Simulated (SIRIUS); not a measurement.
A self-consistent single point of Ti (P6/mmm, 3 atoms in the cell; from Materials Project mp-72, changed as shown).

```xyz
3
Lattice="4.6001 0.0000 0.0000 -2.3001 3.9838 0.0000 0.0000 0.0000 2.8465" Properties=species:S:1:pos:R:3 pbc="T T T"
Ti     0.0000     0.0000     0.0000
Ti     0.0000     2.6559     1.4233
Ti     2.3001     1.3279     1.4233
```

Computed with LDA (PW92), PseudoDojo 0.4 standard norm-conserving LDA (tails mended) pseudopotentials (plane waves; SIRIUS).

SIRIUS settings:

| setting | value |
|---|---|
| parameters.ngridk | 6 6 8 |
| parameters.xc_functionals | [XC_LDA_X, XC_LDA_C_PW] |
| parameters.gk_cutoff | 9.165 1/bohr |
| parameters.pw_cutoff | 18.331 1/bohr |
| parameters.smearing | cold |
| parameters.smearing_width | 0.00999582 Ha |
| potentials | PseudoDojo 0.4 standard norm-conserving LDA (tails mended) pseudopotentials |
| parameters.electronic_structure_method | pseudopotential |
| parameters.num_bands | 22 |
| parameters.num_mag_dims | 0 |
| parameters.num_dft_iter | 100 |
| parameters.energy_tol | 1e-07 Ha |
| parameters.density_tol | 1e-06 |
| mixer.type | anderson |
| mixer.beta | 0.5 |
| mixer.use_hartree | false |

Results:

- Number of valence electrons = 36
- Number of bands = 22
- Number of k-points after the program's reduction = 35
- Number of plane waves (most at a k-point) = 4599
- Number of SCF iterations = 35
- FFT grid = 54 × 54 × 36
- Free energy E − TS = -4844.5476 eV
- Fermi level (on the code's own zero) = 12.93 eV
- Pressure = -10.15 GPa

Stress (GPa, positive for compression):
```
-10.59    0.00    0.00
  0.00  -10.59    0.00
  0.00    0.00   -9.25
```

For comparison: a first run was changed to give this one (volume scaled by 1.06), and from it to this one the free energy rises by 44.9 meV/atom and the pressure goes from -4.21 to -10.15 GPa.

The structure comes from a collection of computed structures, made at another level of theory; the collection holds predicted forms beside known ones. Its lattice was then scaled. No clean gap shows at this smearing width and mesh (spacing up to 0.28 Å⁻¹); the mesh is coarse for partly filled bands, so the values carry mesh errors.

Cost on one core: very roughly 4 core-minutes.

“Tails mended”: in these copies of the files the far tail of each local potential was reset to the Coulomb form.
